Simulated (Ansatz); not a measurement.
## SrCuSi: how the free axis answers a strain

SrCuSi, P-6m2, a = 4.054 Å, c = 4.619 Å. The structure is a Materials Project entry; whether it is the stable form wasn't checked. Ansatz: PBEsol, PAW, 420 eV, Γ-centred 12×12×10 mesh on 3 atoms, Gaussian smearing 0.10 eV; no spin polarisation. Series: biaxial strain in the a-b plane, c and atoms relaxed; x is the strain in per cent. y is the change of c in per cent of 4.619 Å.

| x (%) | y (%) |
| --- | --- |
| -4.5 | 2.85 |
| -3.0 | 1.96 |
| -1.5 | 1.15 |
| 0.0 | 0.00 |
| 1.5 | -1.50 |
| 3.0 | -3.39 |
| 4.5 | ? |

Problem. Fit y = c1 x + c2 x² to the other rows, say what c1 measures, and predict the missing y.

Solution. Least squares on the rows shown. y = −0.9111 x − 0.06694 x². With no stress along c, c1 = −2C13/C33 = -0.911. With a term in x³ added, the coefficient of x becomes -0.8415, 8 % less, which shows how far this figure hangs on the form. At x = 4.5 the fit asked for gives -5.46 %. The run gave -5.50 %, so the fit is 0.04 % too high, within the rms miss on the fitted rows (0.10 %).